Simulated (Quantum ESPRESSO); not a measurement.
One change at a time to AlHf4Sn2W

All numbers below are calculated, not measured. They come from Quantum ESPRESSO 7.5, a public plane-wave density functional program. Each row is one single-point run on a made-up periodic cell of eight metal atoms, with elements, volume, strain and displacements drawn at random and not relaxed, so a cell may be unstable or far from any real phase. There is no spin polarisation or spin-orbit coupling.

Settings: PBE unless stated; PseudoDojo standard norm-conserving files; Fermi-Dirac width 0.25 eV, which means electrons at about 2900 K; cutoff 1007 eV; 5 x 5 x 4 k mesh shifted half a step off Gamma. E is the free energy of the whole cell (internal energy minus TS), so a -TS column is already part of it. Stress is positive in tension, and the pressure P is minus a third of its trace.

Checks: one run of this series was repeated at a higher cutoff and on a denser mesh, which moved values by no more than 0.003 eV, 0.02 GPa and 0.007 eV/Å, and a second program with other atomic files agreed on it to 2 % rms in force and 0.5 GPa in pressure. Known limits: the tin pseudopotential is less sure than most, with forces differing by about three percent from a second method on plain tin; heavy elements are run without spin-orbit coupling, which real alloys of them have; a spin test at this wide smearing found no moment, but such smearing suppresses magnetism that the real alloy may have.

The lattice is face-centred cubic, and the cell vectors in Å are (2.201, 4.459, 2.238); (2.259, -4.413, 2.088); (4.491, -0.104, -4.357), a volume of 172.33 Å³ in run 1. The elements on sites 1 to 8 are Hf Hf Sn W Al Hf Hf Sn. Each later run makes one change to run 1 and keeps the rest. E is counted from run 1, and is n/a where other atomic files have another zero of energy.

| run | change | V (Å³) | P (GPa) | -TS (eV) | rms force (eV/Å) | largest change of a force component (eV/Å) | E (eV) |
|---|---|---|---|---|---|---|---|
| 1 | none | 172.33 | -1.00 | -1.529 | 0.725 | 0.000 | 0.000 |
| 2 | sites 1 and 3 exchanged | 172.33 | -2.31 | -1.449 | 0.788 | 0.529 | -0.405 |
| 3 | all lengths scaled by -0.85 % | 167.98 | 1.86 | -1.495 | 0.798 | 0.166 | 0.011 |
| 4 | LDA in place of PBE | 172.33 | -9.04 | -1.553 | 0.580 | 0.417 | n/a |
| 5 | Ta on site 3 | 172.33 | -4.76 | -1.705 | 0.732 | 0.641 | n/a |
| 6 | site 1 moved by +0.15 Å along x | 172.33 | -1.64 | -1.553 | 0.650 | 1.037 | ? |

## Worked estimate

Along the move dE = -F dx. The force on site 1 along x is 1.356 eV/Å in run 1 and 0.319 eV/Å in run 6, and the move is +0.15 Å, so the mean force times the move gives an estimate.

## Withheld value

Question: what E should run 6 give?

The estimate is -0.126 eV. The calculation gave -0.125 eV.
